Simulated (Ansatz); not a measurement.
Varying the input for Hg$_{3}$Pt

All trials start from this Ansatz input:

```yaml
crystal:
  lattice:
    - [-2.102183, 2.102183, 4.632532]
    - [2.102183, -2.102183, 4.632532]
    - [2.102183, 2.102183, -4.632532]
  atoms:
    - { symbol: Hg, position: [0.75, 0.25, 0.5] }
    - { symbol: Hg, position: [0.25, 0.75, 0.5] }
    - { symbol: Hg, position: [0.5, 0.5, 0.0] }
    - { symbol: Pt, position: [0.0, 0.0, 0.0] }
basis:
  ecutwfc: 420
kpoints:
  mp_grid: { grid: [6, 6, 6] }
hamiltonian:
  xc: pbe
scf:
  occupations: { method: gaussian, width: 0.1 }
output:
  forces: true
  stress: true
  eigenvalues: true
```

Command:

```bash
ansatz run input.yaml --threads 1 --pin off --max-ram 1331MiB --backend cpu --events-out ev --progress --plain --runs-dir out
```

The run converges in 7 SCF iterations on 30 irreducible k-points: pressure -0.71 GPa, no gap.

These settings were drawn at random to show what each does; none of the numbers is a converged property of the crystal. Each trial's input is given as a difference from the reference's; energies are extrapolated to zero smearing where there is one, and pressure is positive in compression.

Trial 1:

```diff
 crystal:
   atoms:
-    - { symbol: Pt, position: [0.0, 0.0, 0.0] }
+    - { symbol: Pt, position: [0.0, 0.0, 0.0], spin: 1.0 }
 basis:
-  ecutwfc: 420
+  ecutwfc: 280
 scf:
+  lower_state_search: "off"
 output:
+  populations: true
+magnetization:
+  spin_polarized: true
+  magnetic_field: 100
```

What does the program give?

The run converges in 17 SCF iterations on 30 irreducible k-points: pressure -1.56 GPa, no gap, cell moment 0.01 μB (in the typed magnetic field). It warns that the cutoff lies under the recommended one, 420 eV for these potentials; that the starting moments were lost.

Trial 2:

```diff
 crystal:
   atoms:
-    - { symbol: Pt, position: [0.0, 0.0, 0.0] }
+    - { symbol: Pt, position: [0.0, 0.0, 0.0], spin: 0.5 }
 kpoints:
-  mp_grid: { grid: [6, 6, 6] }
+  mp_grid: { grid: [2, 2, 2] }
 scf:
+  lower_state_search: "off"
 output:
+  populations: true
+magnetization:
+  spin_polarized: true
+  magnetic_field: 300
```

What happens?

The run converges in 13 SCF iterations on 4 irreducible k-points: pressure -3.43 GPa, gap on the sampled k-points 0.79 eV (the reference is a metal, so it comes from the sampling or the changed settings), cell moment 0.00 μB (in the typed magnetic field). It warns that the count of filled bands differs between k-points; that the starting moments were lost.

Trial 3:

```diff
 kpoints:
-  mp_grid: { grid: [6, 6, 6] }
+  mp_grid: { grid: [4, 4, 4], shift: [0.5, 0.69, 0.01] }
```

What happens?

The run converges in 7 SCF iterations on 64 irreducible k-points: energy 0.51 meV per atom below the reference, pressure -1.11 GPa, largest force 0.009 eV/Å, no gap. It warns that the mesh lowers the symmetry.